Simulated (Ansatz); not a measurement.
Input and command of a plane-wave DFT calculation in Ansatz:

```yaml
crystal:
  lattice:
    - [3.214915, 0.0, 0.0]
    - [0.0, 3.214915, 0.0]
    - [0.0, 0.0, 8.976445]
  atoms:
    - { symbol: Zr, position: [0.5, 0.5, 0.75135] }
    - { symbol: Zr, position: [0.0, 0.0, 0.5] }
    - { symbol: Zr, position: [0.5, 0.5, 0.24865] }
    - { symbol: Al, position: [0.0, 0.0, 0.0] }
    - { symbol: "N", position: [0.0, 0.0, 0.225134] }
    - { symbol: "N", position: [0.5, 0.5, 0.0] }
    - { symbol: "N", position: [0.0, 0.0, 0.774866] }
    - { symbol: "N", position: [0.5, 0.5, 0.5] }
basis:
  ecutwfc: 500
kpoints:
  mp_grid: { grid: [12, 12, 4] }
hamiltonian:
  xc: r2scan
scf:
  occupations: { method: gaussian, width: 0.1 }
output:
  forces: true
  stress: true
  eigenvalues: true
  populations: true
  write_density: true
  write_potential: true
  elf: true
  volumetric_format: npy
```

```bash
ansatz run input.yaml --threads 1 --pin off --max-ram 2560MiB --backend cpu --events-out ev --progress --plain --runs-dir out
```

Processor: AMD EPYC 7R43 64-Core Processor (Zen 3), 1 thread, on a host shared with other jobs.

How long does it run, and how much memory does it take?

About 57 s on 1 thread of AMD EPYC 7R43 64-Core Processor (Zen 3), on a shared host, peak memory 0.75 GiB. It solves 38 bands at 84 k points (the mesh reduced by the symmetry that the task leaves, which can be less than the crystal's) with about 2349 plane waves, in 9 SCF iterations.
